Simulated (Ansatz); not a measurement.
Consider the following.

NbCo2:
```
CELL_PARAMETERS angstrom
      0.00000     3.38915     3.38915
      3.38915     0.00000     3.38915
      3.38915     3.38915     0.00000
ATOMIC_POSITIONS crystal
  Nb 0.00000 0.00000 0.00000
  Nb 0.25000 0.25000 0.25000
  Co 0.62500 0.62500 0.62500
  Co 0.12500 0.62500 0.62500
  Co 0.62500 0.62500 0.12500
  Co 0.62500 0.12500 0.62500
```
The run is spin-polarised.

This is the r²SCAN-relaxed structure.

All from r²SCAN in the plane-wave PAW code Ansatz, unless another level is named. Give the magnetic order.

ferromagnetic.

What about the Bader charges?

Nb +0.90, Co -0.45 e.

Space group Fd-3m (cubic Laves (MgCu2 type)). The workflow started from a Materials Project entry (that database holds measured and hypothetical structures alike); the Crystallography Open Database files this formula in space group No. 227, but the cells were not matched. Its standing as an ambient phase is unchecked. The r²SCAN relaxation kept the symmetry of its start; its stability against distortions is not shown here. Spin order of the final state: ferromagnetic, chosen from 4 collinear starts compared on coarse meshes (ties went to the first, and starts can fall back to one state), not a proven ground state. Other orbital occupations within this spin state were not tried.

Potentials: the later of the program's two PAW sets.
